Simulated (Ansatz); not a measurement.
## Al₂O₃, a database entry at a rescaled volume

```yaml
crystal:
  lattice:
    - [5.18859, 0.00000, 0.00000]
    - [2.95525, 4.26474, 0.00000]
    - [2.95525, 1.54760, 3.97403]
  atoms:
    - { symbol: Al, position: [0.35500, 0.35500, 0.35500] }
    - { symbol: Al, position: [0.14500, 0.14500, 0.14500] }
    - { symbol: Al, position: [0.64500, 0.64500, 0.64500] }
    - { symbol: Al, position: [0.85500, 0.85500, 0.85500] }
    - { symbol: O, position: [0.55300, 0.94700, 0.25000] }
    - { symbol: O, position: [0.25000, 0.55300, 0.94700] }
    - { symbol: O, position: [0.94700, 0.25000, 0.55300] }
    - { symbol: O, position: [0.44700, 0.05300, 0.75000] }
    - { symbol: O, position: [0.75000, 0.44700, 0.05300] }
    - { symbol: O, position: [0.05300, 0.75000, 0.44700] }
```

Method: r2SCAN, no spin polarisation; PAW, plane waves to 500 eV, 7×7×7 Γ-centred mesh, fermi-dirac occupations (width 0.1 eV) (Ansatz 0.2.0), atoms fixed.

**Stress.** The pressure is -7.8 GPa (compression positive), so with the atoms held at these fractions the cell would first shrink. The principal stresses -9.5, -7.0, -7.0 GPa differ, so its shape would change too.
**Charges.** Bader charges in e: Al +2.59, O -1.72. In the mean Al gives up most and O takes most.
**Formation energy.** -3.29 eV an atom against the elements' usual phases (free molecules for gases, crystals otherwise, with no correction for O₂ or N₂), so it is bound against them; other compounds may still compete. Relaxing would lower it.
**Forces.** The largest is on Al1 (and as large on other atoms): 0.57 eV/Å, components (-0.48, -0.25, -0.17). It makes 116° with the line to a nearest neighbour, O8 at 1.87 Å.
**Band edges.** Within 0.7 eV of the edges, the states project mainly on O p (96 %) below the gap and on Al s (47 %) and O s (37 %) above it.
**Electronic structure.** The gap on the k mesh is 6.65 eV; the mesh may miss the band edges, so the true gap of this level can be smaller.

Origin: a database entry at a rescaled volume. Caveats: an odd or shifted mesh can miss the band edges, so this level's true gap may be smaller.
